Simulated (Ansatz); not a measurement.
**Ga4PN3 (ordering on zincblende) by several functionals**

All numbers come from Ansatz 0.2.0. The cell comes from a prototype generator: it can be a known phase or a hypothetical one. No magnetic order is allowed.

The cell is Ga4PN3 as one 8-atom ordering (Amm2) on the zincblende lattice; cell and atoms were relaxed with r2SCAN. It is orthorhombic, Amm2 (No. 38); conventional cell a = 3.353 Å, b = 6.750 Å, c = 9.492 Å, 13.43 Å³ an atom. N is surrounded by 4 Ga at 2.00–2.05 Å; N is surrounded by 4 Ga at 1.95–2.08 Å; P is surrounded by 4 Ga at 2.20–2.22 Å; Ga is surrounded by 4 N at 2.05–2.08 Å; Ga is surrounded by 3 N at 2.00 Å and 1 P at 2.22 Å; Ga is surrounded by 2 N at 1.95 Å and 2 P at 2.20 Å.

```
N P Ga
1.0
     3.35349    0.00000    0.00000
     0.00000    3.37499    4.74593
     0.00000   -3.37499    4.74593
N P Ga
3 1 4
Direct
  0.00000 0.00131 0.00131
  0.50000 0.99967 0.49881
  0.50000 0.49881 0.99967
  0.00000 0.50191 0.50191
  0.50000 0.87631 0.87631
  0.00000 0.90600 0.36407
  0.00000 0.36407 0.90600
  0.50000 0.35192 0.35192
```

Relaxed lattice by functional, symmetry kept:

| functional | k mesh | a (Å) | b (Å) | c (Å) | volume (Å³/atom) |
| --- | --- | --- | --- | --- | --- |
| PBE | 8×4×4 | 3.390 | 6.824 | 9.604 | 13.89 |
| r2SCAN | 8×4×4 | 3.353 | 6.750 | 9.492 | 13.43 |

Gaps on the r2SCAN cell, each the least over its mesh and the special points:

| level | k mesh | gap (eV) | kind | edges | least direct gap (eV) | rough cost |
| --- | --- | --- | --- | --- | --- | --- |
| PBE | 8×6×6 | none (overlap 0.13) | – | – | – | 70 core-seconds |
| PBE+SOC | 8×6×6 | none (overlap 0.14) | – | – | – | 6 core-minutes |
| r2SCAN | 8×6×6 | none (overlap 0.09) | – | – | – | 110 core-seconds |
| HSE06 | 4×4×4 | 0.05 | direct | Γ | 0.05 | 10 core-minutes |

All runs use a smearing of 0.02 eV.
Wave cutoffs: 420 eV, 500 eV (r2SCAN).
Points off the special ones are mesh points or PBE's searched band edges, reused at the other levels.
Costs come from shared machines and give only the order; PBE's includes the band path. The runs had 4 threads of Arm Neoverse V1, with other jobs on the host.

The HSE06 gap is direct at Γ: 0.05 eV. (This is within a few times the smearing of 0.02 eV, so the filling near the edges can be smeared.) PBE+SOC gives no gap: the lowest nominally empty band dips 0.14 eV below the top of the last filled one (its bottom at Γ–Z (0.10 of the way from Γ), the top at Σ₀–Γ (0.70 of the way from Σ₀)), so the cell is a metal or semimetal at this level.

The levels disagree on the kind of gap: direct with HSE06; no gap with PBE, PBE+SOC, r2SCAN.

Only the levels marked +SOC include spin-orbit coupling.

The meshes of the hybrids are coarse, so their gaps aren't converged to the digits shown.
